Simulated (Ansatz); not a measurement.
## NiC: computed property card

NiC:
```
NiC
1.0
    0.00000     2.03397     2.03397
    2.03397     0.00000     2.03397
    2.03397     2.03397     0.00000
Ni C
1 1
Cartesian
  0.00000   0.00000   0.00000
  2.03397   2.03397   2.03397
```

Space group Fm-3m (No. 225), rock salt; conventional cell a = 4.068 Å, b = 4.068 Å, c = 4.068 Å, α = 90.00°, β = 90.00°, γ = 90.00°.

Method: PBE in the plane-wave PAW code Ansatz. The cell and atoms are relaxed at this level. Other levels are named where they apply.

**Cell and energy**

```json
{
 "volume_per_atom": "8.41 Å³",
 "density": "6.98 g/cm³",
 "Formation energy from the elements (no fitted shifts)": "1.09 eV/atom"
}
```

**Electronic structure**

```json
{
 "electronic_character": "metallic (no gap)",
 "Density of states at the Fermi level": "0.64 states/eV per atom (mean over ±0.08 eV)"
}
```

**Magnetism**

```json
{
 "magnetic_order": "non-magnetic (starting moments vanished)"
}
```

**Mechanics**

```json
{
  "Bulk modulus (Birch–Murnaghan fit)": "257 GPa",
  "Pressure derivative B′": "4.6"
}
```

The start of the workflow was typed in or built on a structure type; neither database checked (COD, Materials Project) lists it. Its standing as an ambient phase is unchecked. The cell was relaxed with PBE under the symmetry of its start; whether a distortion lowers the energy is not shown. The workflow began spin-polarised and lost its moments. Its formation energy is positive at this level, so the cell may be metastable or incomplete. The references are the lowest solids computed at this level, not always the standard phases.

Potentials: the earlier of the program's two PAW sets.
